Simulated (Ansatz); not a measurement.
Sn (beta-Sn type, space group I4_1/amd)

```cif
data_Sn2
_chemical_formula_sum 'Sn2'
_space_group_name_H-M_alt 'P 1'
_space_group_IT_number 1
_cell_length_a 4.41642
_cell_length_b 4.41642
_cell_length_c 4.41642
_cell_angle_alpha 97.344
_cell_angle_beta 97.344
_cell_angle_gamma 138.102
loop_
_space_group_symop_operation_xyz
  'x, y, z'
loop_
_atom_site_label
_atom_site_type_symbol
_atom_site_fract_x
_atom_site_fract_y
_atom_site_fract_z
_atom_site_occupancy
Sn1 Sn 0.75000 0.25000 0.50000 1
Sn2 Sn 0.00000 0.00000 0.00000 1
```

The volume is varied about the relaxed value V₀ at fixed cell shape. Symmetry pins the atoms to their sites.

Calculation: PBEsol (plane waves to 420 eV, PAW, scalar-relativistic; Ansatz, a quantum-chemistry and plane-wave program). k mesh 17×17×17 (Γ-centred), Fermi-Dirac smearing 0.05 eV. E stands for the smeared free energy. Stress and pressure are positive under compression. Sn was relaxed with its symmetry unable to fall. ΔE is measured from the relaxed starting cell.

```tsv
V (Å³/atom)	ΔE (meV/atom)	P (GPa)
22.564	169	15.0
23.423	101	10.7
24.283	[?]	7.2
25.142	[?]	4.4
26.002	5	2.0
26.862	0	0.0
27.721	4	-1.6
28.581	17	-3.0
29.440	36	-4.1
30.300	61	-5.0
31.159	90	-5.8
```

### Question
Fill in the missing entries.

### Answer

- 24.283, ΔE (meV/atom): 53
- 25.142, ΔE (meV/atom): 22

(Under strain, the slope of the energy per volume gives the stress and its curvature an elastic modulus.)
